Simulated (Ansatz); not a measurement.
## HfN: zone-centre modes at 3 GPa

Computed with Ansatz 0.2.0, DFT LDA, scalar-relativistic, plane waves, PAW. Plane waves to 420 eV; Γ-centred k mesh 16×16×16; Fermi-Dirac smearing of 0.15 eV. No spin polarisation. Phonons by linear response, acoustic sum rule imposed.

The cell, relaxed at 3 GPa:
```
Hf N
1.0
     0.00000    2.22712    2.22712
     2.22712    0.00000    2.22712
     2.22712    2.22712    0.00000
Hf N
1 1
Direct
  0.00000 0.00000 0.00000
  0.50000 0.50000 0.50000
```

In a metal, frequencies and elastic constants depend on the k mesh and the smearing, soft modes and shear constants most. Spin polarisation was left out, and a magnetic state may lie lower. Spin–orbit coupling is left out, which can shift energies with elements as heavy as these.

Question: Is this structure stable against zone-centre distortions?

Answer: Yes, at Γ: no optical mode is imaginary. Strains and other wave vectors aren't tested by this run.

Question: List the optical modes at Γ (i marks imaginary ones).

Answer:
| frequency (THz) | degeneracy |
| --- | --- |
| 15.70 | 3 |

Cost: 1 run of about 0.79 core-minutes, on Arm Neoverse V2 (shared hosts).